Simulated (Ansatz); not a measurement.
Ga (body-centred tetragonal, space group No. 139), a = b = 2.801 Å, c = 4.521 Å, α = β = γ = 90.00°; the cell used has 1 atom.

Relaxed with PBEsol.

Task: Which orbitals make up the states near the Fermi level in PBEsol in the plane-wave PAW code Ansatz?

Result: Within 0.5 eV of the Fermi level: Ga 4p 67 %, Ga 4s 30 %. Projections are on Löwdin-orthogonalised atomic valence shells; empty p or d shells of many metals are not among them.

Task: Tabulate the density of states.

Result: States/eV per cell of 1 atom, in 0.25 eV bins, energy from the Fermi level.

```
E (eV)  total  Ga 4p  Ga 4s  Ga 3d
------  -----  -----  -----  -----
-7.85    0.22   0.12   0.09   0.00
-7.60    0.23   0.13   0.10   0.00
-7.35    0.23   0.13   0.10   0.00
-7.10    0.24   0.13   0.10   0.00
-6.85    0.25   0.14   0.11   0.00
-6.60    0.26   0.14   0.11   0.00
-6.35    0.26   0.14   0.12   0.00
-6.10    0.27   0.14   0.12   0.00
-5.85    0.28   0.15   0.13   0.00
-5.60    0.29   0.15   0.14   0.00
-5.35    0.30   0.15   0.15   0.00
-5.10    0.32   0.15   0.17   0.00
-4.85    0.33   0.14   0.18   0.00
-4.60    0.31   0.14   0.17   0.00
-4.35    0.30   0.13   0.16   0.00
-4.10    0.30   0.13   0.16   0.00
-3.85    0.31   0.15   0.15   0.00
-3.60    0.32   0.16   0.15   0.00
-3.35    0.32   0.17   0.15   0.00
-3.10    0.33   0.18   0.14   0.00
-2.85    0.32   0.19   0.13   0.00
-2.60    0.32   0.20   0.12   0.00
-2.35    0.33   0.22   0.11   0.00
-2.10    0.35   0.24   0.10   0.00
-1.85    0.36   0.25   0.10   0.00
-1.60    0.36   0.25   0.10   0.00
-1.35    0.34   0.24   0.09   0.00
-1.10    0.38   0.27   0.11   0.00
-0.85    0.43   0.28   0.14   0.00
-0.60    0.41   0.28   0.13   0.00
-0.35    0.38   0.26   0.12   0.00
-0.10    0.36   0.24   0.11   0.00
0.15     0.35   0.24   0.11   0.00
0.40     0.37   0.25   0.11   0.00
0.65     0.41   0.29   0.12   0.00
0.90     0.41   0.29   0.11   0.00
1.15     0.41   0.29   0.11   0.00
1.40     0.41   0.29   0.11   0.00
1.65     0.42   0.30   0.11   0.00
1.90     0.42   0.30   0.10   0.00
2.15     0.43   0.31   0.10   0.00
2.40     0.43   0.32   0.10   0.00
2.65     0.44   0.33   0.09   0.00
2.90     0.45   0.34   0.09   0.00
3.15     0.46   0.35   0.09   0.00
3.40     0.47   0.36   0.08   0.00
3.65     0.48   0.37   0.08   0.00
3.90     0.49   0.38   0.08   0.00
4.15     0.49   0.38   0.08   0.00
4.40     0.50   0.40   0.07   0.00
4.65     0.53   0.43   0.07   0.00
```

Space group I4/mmm (body-centred tetragonal). The first step of the workflow began from a Materials Project structure, measured or hypothetical; the Crystallography Open Database copy checked does not list it. It is not the phase usual at ambient conditions (space group No. 64). The cell was relaxed with PBEsol under the symmetry of its start; its stability against distortions is not shown here. Axis ratios of metals converge slowly with the k-mesh, so a and c are less sure than the volume. Scalar-relativistic: spin–orbit coupling is off unless named, which matters more the heavier the elements.

Potentials: the earlier of the program's two PAW sets.
